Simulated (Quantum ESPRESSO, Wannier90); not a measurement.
# Tight-binding from DFT: VBiO$_{4}$ (P1)

Structure: Materials Project mp-1101208, symmetrised, not relaxed again. Not found in the COD (Crystallography Open Database) copy used, which has the formula in other groups; not checked further. The atoms lie within 0.1 Å of the higher space group C2. Computed values, not measurements, from PBEsol: Quantum ESPRESSO (norm-conserving PseudoDojo potentials, cutoff 68 Ry, spinors with spin-orbit coupling) on a Γ-centred 4×4×4 mesh, then Wannier90. Density: 8×8×8 mesh, cold smearing 0.01 Ry.

On the energy scale of pw.x, whose zero is arbitrary, the valence-band maximum lies at 4.49 eV.

Input w.win:

```
num_bands = 2
num_wann = 2
exclude_bands = 3-98
spinors = true
num_iter = 1000
conv_tol = 1.0e-6
conv_window = 4
write_hr = true
write_u_matrices = true
auto_projections = true
begin unit_cell_cart
ang
    4.7899000000    0.0000000000    0.0000000000
    1.1549420000    4.6601360000    0.0000000000
    2.2466640000    1.7611850000    4.5111910000
end unit_cell_cart
begin atoms_frac
V    0.3533800000 -0.3541100000 -0.4997500000
Bi  -0.0499500000  0.0493800000 -0.0002200000
O    0.3300000000 -0.0718000000  0.1600500000
O    0.3231800000  0.2793000000 -0.4621800000
O   -0.2784100000 -0.3232600000  0.4622200000
O    0.0718100000 -0.3295200000 -0.1601300000
end atoms_frac
mp_grid = 4 4 4
begin kpoints
0.0000000000 0.0000000000 0.0000000000
0.0000000000 0.0000000000 0.2500000000
0.0000000000 0.0000000000 0.5000000000
... (61 more lines: the 4x4x4 mesh through Gamma)
end kpoints
```

Input of pw2wannier90.x that gives the overlap and projection files (equivalent; here they were cut from one run over all bands):

```
&inputpp
  outdir = './out'
  prefix = 'pwscf'
  seedname = 'w'
  write_amn = .true.
  write_mmn = .true.
  atom_proj = .true.
  atom_proj_exclude = 3 4 5 6 7 8 9 10 11 12 13 14 15 16 17 18 19 20 21 22 23 24 25 26 27 28 29 30 31 32 33 34 35 36 37 38 39 40 41 42 43 44 45 46 47 48 49 50 51 52 53 54 55 56 57 58 59 60 61 62 63 64 65 66 67 68 69 70
/
```

Output w.wout (banner and timings cut):

```
                                    ------
                                    SYSTEM
                                    ------

                              Lattice Vectors (Ang)
                    a_1     4.789900   0.000000   0.000000
                    a_2     1.154942   4.660136   0.000000
                    a_3     2.246664   1.761185   4.511191

                   Unit Cell Volume:     100.69694  (Ang^3)

                        Reciprocal-Space Vectors (Ang^-1)
                    b_1     1.311757  -0.325099  -0.526362
                    b_2     0.000000   1.348284  -0.526375
                    b_3     0.000000   0.000000   1.392800

 *----------------------------------------------------------------------------*
 |   Site       Fractional Coordinate          Cartesian Coordinate (Ang)     |
 +----------------------------------------------------------------------------+
 | v    1   0.35338  -0.35411  -0.49975   |    0.16091  -2.53035  -2.25447    |
 | bi   1  -0.04995   0.04938  -0.00022   |   -0.18272   0.22973  -0.00099    |
 | o    1   0.33000  -0.07180   0.16005   |    1.85732  -0.05272   0.72202    |
 | o    2   0.32318   0.27930  -0.46218   |    0.83221   0.48759  -2.08498    |
 | o    3  -0.27841  -0.32326   0.46222   |   -0.66845  -0.69238   2.08516    |
 | o    4   0.07181  -0.32952  -0.16013   |   -0.39637  -1.81763  -0.72238    |
 *----------------------------------------------------------------------------*
                                ------------
                                K-POINT GRID
                                ------------

             Grid size =  4 x  4 x  4      Total points =   64

 *---------------------------------- MAIN ------------------------------------*
 |  Number of Wannier Functions               :                 2             |
 |  Number of Objective Wannier Functions     :                 2             |
 |  Number of input Bloch states              :                 2             |
 |  Output verbosity (1=low, 5=high)          :                 1             |
 |  Timing Level (1=low, 5=high)              :                 1             |
 |  Optimisation (0=memory, 3=speed)          :                 3             |
 |  Length Unit                               :               Ang             |
 |  Post-processing setup (write *.nnkp)      :                 F             |
 |  Using Gamma-only branch of algorithms     :                 F             |
 *----------------------------------------------------------------------------*
 *------------------------------- WANNIERISE ---------------------------------*
 |  Total number of iterations                :              1000             |
 |  Number of CG steps before reset           :                 5             |
 |  Trial step length for line search         :             2.000             |
 |  Convergence tolerence                     :         0.100E-05             |
 |  Convergence window                        :                 4             |
 |  Iterations between writing output         :                 1             |
 |  Iterations between backing up to disk     :               100             |
 |  Write r^2_nm to file                      :                 F             |
 |  Write xyz WF centres to file              :                 F             |
 |  Write on-site energies <0n|H|0n> to file  :                 F             |
 |  Use guiding centre to control phases      :                 F             |
 |  Use phases for initial projections        :                 F             |
 *----------------------------------------------------------------------------*
 *-------------------------------- PLOTTING ----------------------------------*
 |  Plotting Hamiltonian in WF basis          :                 T             |
 *----------------------------------------------------------------------------*

       ... (k-mesh section left out)

 Starting a new Wannier90 calculation ...

 Reading overlaps from w.mmn

 Reading projections from w.amn

 *------------------------------- WANNIERISE ---------------------------------*
 +--------------------------------------------------------------------+<-- CONV
 | Iter  Delta Spread     RMS Gradient      Spread (Ang^2)            |<-- CONV
 +--------------------------------------------------------------------+<-- CONV

 ------------------------------------------------------------------------------
 Initial State
  WF centre and spread    1  (  0.161816, -2.531700, -2.254418 )     0.28959499
  WF centre and spread    2  (  0.161816, -2.531700, -2.254418 )     0.28959499
  Sum of centres and spreads (  0.323633, -5.063399, -4.508836 )     0.57918998

      0     0.579E+00     0.0000000000        0.5791899776  <-- CONV
        O_D=      0.0000000 O_OD=      0.0000000 O_TOT=      0.5791900 <-- SPRD
 ------------------------------------------------------------------------------
      1    -0.389E-14     0.0000004124        0.5791899776  <-- CONV
        O_D=      0.0000000 O_OD=      0.0000000 O_TOT=      0.5791900 <-- SPRD
      2    -0.755E-14     0.0000004060        0.5791899776  <-- CONV
        O_D=      0.0000000 O_OD=      0.0000000 O_TOT=      0.5791900 <-- SPRD
      3    -0.118E-12     0.0000003937        0.5791899776  <-- CONV
        O_D=      0.0000000 O_OD=      0.0000000 O_TOT=      0.5791900 <-- SPRD
      4    -0.444E-15     0.0000001423        0.5791899776  <-- CONV
        O_D=      0.0000000 O_OD=      0.0000000 O_TOT=      0.5791900 <-- SPRD
             <<<     Delta < 1.000E-06  over  4 iterations     >>>
             <<< Wannierisation convergence criteria satisfied >>>
 Final State
  WF centre and spread    1  (  0.161816, -2.531700, -2.254418 )     0.28959499
  WF centre and spread    2  (  0.161816, -2.531700, -2.254418 )     0.28959499
  Sum of centres and spreads (  0.323633, -5.063399, -4.508836 )     0.57918998

         Spreads (Ang^2)       Omega I      =     0.579189977
        ================       Omega D      =     0.000000000
                               Omega OD     =     0.000000000
    Final Spread (Ang^2)       Omega Total  =     0.579189978
```
